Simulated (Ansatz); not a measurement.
Each is relaxed and computed with PBE in the plane-wave PAW code Ansatz. Which is the only metal?
A) SiC, P6_3mc (Pearson symbol hP16)
B) SiRh, P-6m2 (Rh on 1a, Si on 1f)
C) SiSe2, anatase
D) SiO2, R3m (Si on 3a, O on 3a, O on 3a)

B, SiRh, P-6m2 (Rh on 1a, Si on 1f). SiRh: metal; SiO2: gap 3.19 eV (indirect); SiC: gap 1.78 eV (indirect); SiSe2: gap 0.31 eV (indirect). Constructed cells (a structure type filled with these elements, in neither database checked): SiRh, P-6m2 (Rh on 1a, Si on 1f); SiO2, R3m (Si on 3a, O on 3a, O on 3a); SiSe2, anatase. Not the usual ambient phase: SiO2, R3m (Si on 3a, O on 3a, O on 3a); SiC, P6_3mc (Pearson symbol hP16). Weakly bound layers, chains or molecules computed without a dispersion correction, so cells and soft constants are ill determined: SiO2, R3m (Si on 3a, O on 3a, O on 3a). All cells were relaxed under the symmetry of their starts (and spin orders); stability against distortions was not tested throughout. Rows with no word on spin ran without spin polarisation. Spin–orbit coupling is left out wherever it is not named.

Potentials: the later of the program's two PAW sets.
